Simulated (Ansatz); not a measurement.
CaO (rock salt)

```
CELL_PARAMETERS angstrom
      0.00000     4.83070     4.83070
      2.41535     2.41535     4.83070
      2.41535     2.41535     0.00000
ATOMIC_POSITIONS crystal
  O  0.00000 0.00000 0.00000
  O  0.50000 0.00000 0.00000
  Ca 0.00000 0.50000 0.50000
  Ca 0.50000 0.50000 0.50000
```

The atoms are displaced by Q × the pattern below (from a DFPT mode at X = (0.5, 0.5, 0.0), largest move 1; Q in Å), at fixed cell. (q is in reciprocal vectors of the primitive cell; the cell shown is doubled to hold the pattern.)

```json
[
 {"atom": "O1", "x": "0.000", "y": "0.000", "z": "-0.592"},
 {"atom": "O2", "x": "0.000", "y": "0.000", "z": "0.592"},
 {"atom": "Ca3", "x": "0.000", "y": "0.000", "z": "1.000"},
 {"atom": "Ca4", "x": "0.000", "y": "0.000", "z": "-1.000"}
]
```

These are PBE (plane waves to 420 eV, PAW, scalar-relativistic; Ansatz, an electronic-structure program) values and carry that method's errors. k mesh 12×12×12 (Γ-centred), Fermi-Dirac smearing 0.05 eV. E stands for the smeared free energy. CaO was relaxed with its symmetry unable to fall. ΔE is measured from the undisplaced structure.

The scan covers Q from -0.180 to 0.180 Å in 13 points.

**Question.** Is this a single well or a double well?

**Answer.** A single well with its minimum at or next to zero displacement.

**Question.** Which space group does the distorted structure have?

**Answer.** P4/nmm (No. 129), lowered from Fm-3m.

**Question.** What is the energy change at Q = 0.180 Å?

**Answer.** 481 meV/cell.

**Question.** What harmonic wavenumber does the curvature at Q = 0 give?

**Answer.** 278 cm⁻¹.

(A displaced cell: forces are minus the slopes of the energy, force constants its curvatures, and phonons follow from these.)
